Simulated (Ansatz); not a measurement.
PdRhN2 in space group R-3m (No. 166; Rh on 3b, Pd on 3a, N on 6c) under volume change, plane-wave PAW r²SCAN (Ansatz code), shape and atoms relaxed at each volume.

| V (Å³/atom) | E − E(relaxed) (meV/atom) | P (GPa) |
|---|---|---|
| 10.554 | 68.7 | 22.83 |
| 10.902 | 29.0 | 14.04 |
| 11.249 | 6.9 | 6.52 |
| 11.597 | 0.0 | 0.00 |
| 11.945 | 6.2 | -5.59 |
| 12.293 | 23.8 | -10.41 |
| 12.641 | 50.9 | -14.51 |

What does a third-order Birch–Murnaghan fit give for V₀, B₀ and B′?

V₀ = 11.60 Å³/atom, B₀ = 200 GPa, B′ = 4.0.

The start of the workflow was typed in or built on a structure type; neither database checked (COD, Materials Project) lists it. Its standing as an ambient phase is unchecked. The r²SCAN relaxation kept the symmetry of its start; whether a distortion lowers the energy is not shown. The workflow began spin-polarised and lost its moments. Its formation energy is positive at this level, so the cell may be metastable or incomplete.

Potentials: the later of the program's two PAW sets.
